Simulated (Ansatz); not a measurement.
Two-dimensional strain map in Au

Computed with DFT PBEsol, scalar-relativistic, plane waves, PAW (Ansatz 0.2.0). Cutoff 420 eV, Γ-centred 20×20×20 k-points, Gaussian smearing of 0.15 eV. Spin–orbit coupling is left out, which can shift energies with elements as heavy as these. No spin polarisation. Energies are free energies at this smearing, counted from the undisturbed cell; pressure is positive in compression.

The undisturbed cell (as given, not relaxed at this level; it stands at -1.0 GPa):

```yaml
crystal:
  lattice:
    - [0.00000, 2.04550, 2.04550]
    - [2.04550, 0.00000, 2.04550]
    - [2.04550, 2.04550, 0.00000]
  atoms:
    - { symbol: Au, position: [0.00000, 0.00000, 0.00000] }
```

The cell is strained by p along both x and y and by q along z, fractional coordinates fixed. Points are written (p, q).

Energy above the undisturbed cell in meV/atom (a dash: not computed):

```csv
p \ q,-0.030,-0.015,0.000,0.015,0.030
-0.030,75.5,50.2,31.3,18.4,10.9
-0.015,30.1,15.1,5.8,1.7,2.3
0.000,6.7,0.8,0.0,3.8,11.6
0.015,2.0,4.3,11.0,21.7,36.0
0.030,13.3,22.9,36.2,53.1,73.0
```

Pressure in GPa:

```
 p \ q  -0.030  -0.015  0.000  0.015  0.030
-0.030    19.1    15.0   11.3    8.0    5.0
-0.015    11.2     7.8    4.6    1.8   -0.8
 0.000     4.7     1.7   -1.0   -3.4   -5.5
 0.015    -0.8    -3.3   -5.6   -7.6   -9.4
 0.030    -5.3    -7.4   -9.3  -11.0  -12.5
```